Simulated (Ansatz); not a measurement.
YB2:
```yaml
crystal:
  lattice:
    - [3.27438, 0.00000, 0.00000]
    - [-1.63719, 2.83570, 0.00000]
    - [0.00000, 0.00000, 3.82108]
  atoms:
    - { symbol: Y, position: [0.00000, 0.00000, 0.00000] }
    - { symbol: B, position: [0.33333, 0.66667, 0.50000] }
    - { symbol: B, position: [0.66667, 0.33333, 0.50000] }
```

Relaxed with PBEsol. Special points in fractions of this cell's reciprocal vectors: Γ (0.000, 0.000, 0.000); M (0.500, 0.000, 0.000); K (0.333, 0.333, 0.000); A (0.000, 0.000, 0.500); L (0.500, 0.000, 0.500); H (0.333, 0.333, 0.500).

Problem. List the band energies nearest the Fermi level at these points for plane-wave PAW PBEsol (Ansatz code).

Solution. In eV from the Fermi level; about four levels below and three above (degenerate sets whole), none deeper than 8.9 eV; points with the same levels are listed once.

```csv
k,below,above
Γ,-1.15 -0.69 -0.69 -0.66,5.47 5.53 5.53
M,-6.82 -2.22 -1.50 -0.60,3.04 4.61 6.42
K,-6.05 -6.05 -4.89 -0.82 -0.82,3.27 3.27 5.51
A,-5.04,0.40 0.40 2.73 2.73
L,-5.38 -2.62 -2.16 -0.36,4.86 5.46 7.46
H,-6.91 -6.91 -3.25 -0.77 -0.77,6.12 7.62 7.62
```

Space group P6/mmm. The workflow started from an entry of the Crystallography Open Database (COD). Its standing as an ambient phase is unchecked. Symmetry was held in the PBEsol relaxation; whether a distortion lowers the energy is not shown. The run is not spin-polarised. Scalar-relativistic: spin–orbit coupling is off unless named, which matters more the heavier the elements.

Potentials: the later of the program's two PAW sets.
